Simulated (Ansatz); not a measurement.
Put AlO in Pm-3m (No. 221): Al on 3d; O on 3c.

These are results of Ansatz 0.2.0, DFT PBE, scalar-relativistic, plane waves, PAW, not measurements. Cutoff 420 eV, Γ-centred mesh, Gaussian smearing, no spin polarisation.

Energies over the elements count from the elements' standard structures at the same level (O₂ as a molecule), with no fitted energy shifts.

Task: Which cell and coordinates does it relax to?

Result:

Space group Pm-3m (No. 221). a = 3.955 Å, b = 3.955 Å, c = 3.955 Å, α = 90.00°, β = 90.00°, γ = 90.00°
```csv
atom,site,symmetry,x,y,z
Al,3d,4/mm.m,0.5000,0.0000,0.0000
O,3c,4/mm.m,0.0000,0.5000,0.5000
```

Around Al lie 4 O at 1.98 Å; around O lie 4 Al at 1.98 Å.

Task: And its energy and gap?

Result: The energy over the elements is −1.70 eV/atom and the gap on the 10×10×10 mesh of the 6-atom cell is 0 eV (a metal). A negative formation energy is needed for stability but isn't enough: competing phases decide.

The last run used Gaussian smearing of 0.10 eV. An odd number of electrons in the primitive cell allows no gap without spin; a larger cell or a magnetic state could open one. The cell is a metal run without spin; a magnetic state may lie lower. A structure relaxed within its symmetry needn't be a true minimum.
